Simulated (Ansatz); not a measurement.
Input and steps of a relaxation of cell and atoms on In3GaP4, ordered on the zincblende lattice (P-43m) with 8 atoms a cell (Ansatz, r2SCAN). The starting cell comes from a relaxation with PBE.

```yaml
crystal:
  lattice:
    - [5.8438361795, 0.0, 0.0]
    - [0.0, 5.8438361795, 0.0]
    - [0.0, 0.0, 5.8438361795]
  atoms:
    - { symbol: Ga, position: [0.0, 0.0, 0.0] }
    - { symbol: P, position: [0.2391678206, 0.2391678206, 0.2391678206] }
    - { symbol: In, position: [0.5, 0.5, 0.0] }
    - { symbol: P, position: [0.7608321794, 0.7608321794, 0.2391678206] }
    - { symbol: In, position: [0.5, 0.0, 0.5] }
    - { symbol: P, position: [0.7608321794, 0.2391678206, 0.7608321794] }
    - { symbol: In, position: [0.0, 0.5, 0.5] }
    - { symbol: P, position: [0.2391678206, 0.7608321794, 0.7608321794] }
kpoints:
  mp_grid: { grid: [4, 4, 4] }
hamiltonian:
  xc: r2scan
scf:
  occupations: { method: fermi_dirac, width: 0.02 }
relax:
  f_tol: 0.005
  cell: {}
```

The trajectory has 5 recorded frames, each with positions in Å and forces in eV/Å. Some frames, the last among them, repeat a geometry solved again on a basis re-selected at its cell; pressure is positive in compression.

Step 1: energy 0.0 meV/atom from step 1, largest force component 0.009 eV/Å, pressure -1.81 GPa
```xyz
8
Lattice="5.8438 0.0000 0.0000 0.0000 5.8438 0.0000 0.0000 0.0000 5.8438" Properties=species:S:1:pos:R:3:forces:R:3 pbc="T T T"
Ga    0.0000    0.0000    0.0000    0.0000    0.0000    0.0000
P     1.3977    1.3977    1.3977   -0.0090   -0.0090   -0.0090
In    2.9219    2.9219    0.0000    0.0000    0.0000    0.0000
P     4.4462    4.4462    1.3977    0.0090    0.0090   -0.0090
In    2.9219    0.0000    2.9219    0.0000    0.0000    0.0000
P     4.4462    1.3977    4.4462    0.0090   -0.0090    0.0090
In    0.0000    2.9219    2.9219    0.0000    0.0000    0.0000
P     1.3977    4.4462    4.4462   -0.0090    0.0090    0.0090
```

Step 2: energy -3.4 meV/atom from step 1, largest force component 0.071 eV/Å, pressure +0.51 GPa
```xyz
8
Lattice="5.7798 0.0000 0.0000 0.0000 5.7798 0.0000 0.0000 0.0000 5.7798" Properties=species:S:1:pos:R:3:forces:R:3 pbc="T T T"
Ga    0.0000    0.0000    0.0000    0.0000    0.0000    0.0000
P     1.3860    1.3860    1.3860   -0.0709   -0.0709   -0.0709
In    2.8899    2.8899    0.0000    0.0000    0.0000    0.0000
P     4.3938    4.3938    1.3860    0.0709    0.0709   -0.0709
In    2.8899    0.0000    2.8899    0.0000    0.0000    0.0000
P     4.3938    1.3860    4.3938    0.0709   -0.0709    0.0709
In    0.0000    2.8899    2.8899    0.0000    0.0000    0.0000
P     1.3860    4.3938    4.3938   -0.0709    0.0709    0.0709
```

Step 3: energy -3.9 meV/atom from step 1, largest force component 0.006 eV/Å, pressure -0.02 GPa
```xyz
8
Lattice="5.7928 0.0000 0.0000 0.0000 5.7928 0.0000 0.0000 0.0000 5.7928" Properties=species:S:1:pos:R:3:forces:R:3 pbc="T T T"
Ga    0.0000    0.0000    0.0000    0.0000    0.0000    0.0000
P     1.3831    1.3831    1.3831    0.0063    0.0063    0.0063
In    2.8964    2.8964    0.0000    0.0000    0.0000    0.0000
P     4.4096    4.4096    1.3831   -0.0063   -0.0063    0.0063
In    2.8964    0.0000    2.8964    0.0000    0.0000    0.0000
P     4.4096    1.3831    4.4096   -0.0063    0.0063   -0.0063
In    0.0000    2.8964    2.8964    0.0000    0.0000    0.0000
P     1.3831    4.4096    4.4096    0.0063   -0.0063   -0.0063
```

Step 4: energy -3.9 meV/atom from step 1, largest force component 0.000 eV/Å, pressure 0.00 GPa
```xyz
8
Lattice="5.7924 0.0000 0.0000 0.0000 5.7924 0.0000 0.0000 0.0000 5.7924" Properties=species:S:1:pos:R:3:forces:R:3 pbc="T T T"
Ga    0.0000    0.0000    0.0000    0.0000    0.0000    0.0000
P     1.3835    1.3835    1.3835    0.0000    0.0000    0.0000
In    2.8962    2.8962    0.0000    0.0000    0.0000    0.0000
P     4.4088    4.4088    1.3835    0.0000    0.0000    0.0000
In    2.8962    0.0000    2.8962    0.0000    0.0000    0.0000
P     4.4088    1.3835    4.4088    0.0000    0.0000    0.0000
In    0.0000    2.8962    2.8962    0.0000    0.0000    0.0000
P     1.3835    4.4088    4.4088    0.0000    0.0000    0.0000
```

Step 5: energy -3.8 meV/atom from step 1, largest force component 0.000 eV/Å, pressure 0.00 GPa
```xyz
8
Lattice="5.7924 0.0000 0.0000 0.0000 5.7924 0.0000 0.0000 0.0000 5.7924" Properties=species:S:1:pos:R:3:forces:R:3 pbc="T T T"
Ga    0.0000    0.0000    0.0000    0.0000    0.0000    0.0000
P     1.3835    1.3835    1.3835    0.0000    0.0000    0.0000
In    2.8962    2.8962    0.0000    0.0000    0.0000    0.0000
P     4.4088    4.4088    1.3835    0.0000    0.0000    0.0000
In    2.8962    0.0000    2.8962    0.0000    0.0000    0.0000
P     4.4088    1.3835    4.4088    0.0000    0.0000    0.0000
In    0.0000    2.8962    2.8962    0.0000    0.0000    0.0000
P     1.3835    4.4088    4.4088    0.0000    0.0000    0.0000
```

In 4 steps the volume changed by -2.6 %; between the first SCF and the last, each on a basis chosen for its cell, the energy fell by 3.8 meV an atom. At the end: the symmetry is P-43m (No. 215, cubic); a = 5.792 Å in the conventional setting, 24.29 Å³ an atom. Ga is surrounded by 4 P at 2.40 Å; P is surrounded by 1 Ga at 2.40 Å and 3 In at 2.55 Å; In is surrounded by 4 P at 2.55 Å.

Command: `ansatz run input.yaml --threads 4 --pin off --max-ram 6451MiB --backend cpu --events-out ev --progress --plain --runs-dir out`.

Problem. It took 7.3 s on 4 threads of AMD EPYC 9B45 (Zen 5) (shared host), load about 0.4 per core. What peak of host memory did it reach?

Solution. About 0.92 GiB.

Computed, not measured; no magnetism was allowed, and whether the structure is a known phase isn't checked.
